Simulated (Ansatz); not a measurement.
SrAl₂:
```yaml
crystal:
  lattice:
    - [-2.40359, 3.96281, 3.95406]
    - [2.40359, -3.96281, 3.95406]
    - [2.40359, 3.96281, -3.95406]
  atoms:
    - { symbol: Sr, position: [0.30043, 0.55043, 0.75000] }
    - { symbol: Sr, position: [0.69957, 0.44957, 0.25000] }
    - { symbol: Al, position: [0.27011, 0.83924, 0.43087] }
    - { symbol: Al, position: [0.72989, 0.16076, 0.56913] }
    - { symbol: Al, position: [0.90837, 0.83924, 0.06913] }
    - { symbol: Al, position: [0.09163, 0.16076, 0.93087] }
```

Relaxed with r²SCAN. Special points in fractions of this cell's reciprocal vectors: Γ (0.000, 0.000, 0.000); X (0.500, -0.500, 0.500); F0 (0.342, -0.342, 0.658); Σ0 (-0.342, 0.342, 0.342); Λ0 (0.499, 0.499, -0.499); G0 (0.501, -0.499, 0.499); R (0.000, 0.500, 0.000); W (0.250, 0.250, 0.250); S (0.500, 0.000, 0.000); T (0.000, 0.000, 0.500).

List the band energies nearest the Fermi level at these points for DFT-r²SCAN in the program Ansatz with PAW potentials.

In eV from the Fermi level; about four levels below and three above (degenerate sets whole), none deeper than 8.9 eV; points with the same levels are listed once.

```json
[
 {"k": "Γ", "below": "-2.69 -1.84 -1.68 -0.90", "above": "0.24 1.14 1.36"},
 {"k": "X", "below": "-5.81 -3.60 -2.09 -1.11", "above": "0.45 0.59 0.77"},
 {"k": "F0", "below": "-2.84 -2.42 -1.08 -0.47", "above": "0.94 1.77 1.99"},
 {"k": "R", "below": "-2.46 -1.27 -0.93 -0.03", "above": "1.03 1.98 2.03"},
 {"k": "W", "below": "-1.68 -1.68 -1.41 -1.41", "above": "0.42 0.42 1.36 1.36"},
 {"k": "S", "below": "-2.07 -0.79 -0.64 -0.02", "above": "0.19 1.65 1.87"},
 {"k": "T", "below": "-2.55 -2.55 -1.33 -1.33", "above": "0.71 0.71 2.04 2.04"}
]
```

Space group Imma. The workflow started from a Materials Project entry (that database holds measured and hypothetical structures alike); the Crystallography Open Database copy checked does not list it. Its standing as an ambient phase is unchecked. The cell was relaxed with r²SCAN under the symmetry of its start; whether a distortion lowers the energy is not shown. Scalar-relativistic: spin–orbit coupling is off unless named, which matters more the heavier the elements.

Potentials: the later of the program's two PAW sets.
